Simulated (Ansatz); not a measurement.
**Computed properties of Ge$_{3}$N$_{4}$**

Ge₃N₄:
Space group Fd-3m, origin choice 1 (No. 227); a = b = c = 8.1652 Å, α = β = γ = 90.00°

```json
[
 {"atom": "Ge", "site": "16c", "symmetry": ".-3m", "x": "0.1250", "y": "0.1250", "z": "0.1250"},
 {"atom": "Ge", "site": "8b", "symmetry": "-43m", "x": "0.5000", "y": "0.5000", "z": "0.5000"},
 {"atom": "N", "site": "32e", "symmetry": ".3m", "x": "0.3670", "y": "0.3670", "z": "0.3670"}
]
```
(The calculation used a cell of 14 atoms; values per cell refer to that cell.)

Space group Fd-3m (No. 227); conventional cell a = b = c = 8.165 Å, α = β = γ = 90.00°.

Method: plane-wave PAW LDA (Ansatz code). The cell and atoms are relaxed at this level. Other levels are named where they apply.

**Cell and energy**

```
Quantity                                                       Value
-----------------------------------------------------  -------------
Volume per atom                                              9.72 Å³
Density                                                   6.68 g/cm³
Formation energy from the elements (no fitted shifts)  -0.26 eV/atom
```

**Electronic structure**

```
Quantity                                                                                             Result
------------------------------------------------  ---------------------------------------------------------
Band gap                                                              2.15 eV (smallest direct gap 2.17 eV)
Valence-band maximum                                                on the K–Γ line, 25 % of the way from K
Conduction-band minimum                                                                                at Γ
Electron effective mass, band 1 of 3 at the edge  0.73 along [100], 0.55 along [110], 0.50 along [111] (mₑ)
Electron effective mass, band 2 of 3 at the edge  0.31 along [100], 0.37 along [110], 0.35 along [111] (mₑ)
Electron effective mass, band 3 of 3 at the edge  0.31 along [100], 0.31 along [110], 0.35 along [111] (mₑ)
Hole effective mass                                                    0.39, 2.5, 3.2 mₑ (principal values)
```

**Mechanics**

```
Property                                                                       Value
--------------------------------------------  --------------------------------------
Bulk modulus (Birch–Murnaghan fit)                                           248 GPa
Pressure derivative B′                                                           4.7
Elastic constants (relaxed ions, GPa)                C11 = 403, C12 = 171, C44 = 235
Mechanical stability                          stable (all eigenvalues of C positive)
Hill bulk and shear moduli                                           249 and 177 GPa
Young's modulus                                                              429 GPa
Poisson's ratio                                                                 0.21
Debye temperature from the elastic constants                                   794 K
```

**Phonons**

```
Quantity                                                                  Result
--------------------------------------------------  ----------------------------
Highest zone-centre frequency (without LO–TO term)                      847 cm⁻¹
Zone-centre stability                                     no imaginary mode at Γ
Dynamical stability on the path                     stable (no imaginary branch)
Zero-point energy                                                  85.3 meV/atom
Vibrational entropy at 300 K                             13.6 J/(K·mol of atoms)
```

Symmetry was held in the LDA relaxation. The references are the lowest solids computed at this level, not always the standard phases (solids in place of the gases). Spin–orbit coupling is left out wherever it is not named.

Potentials: the later of the program's two PAW sets.
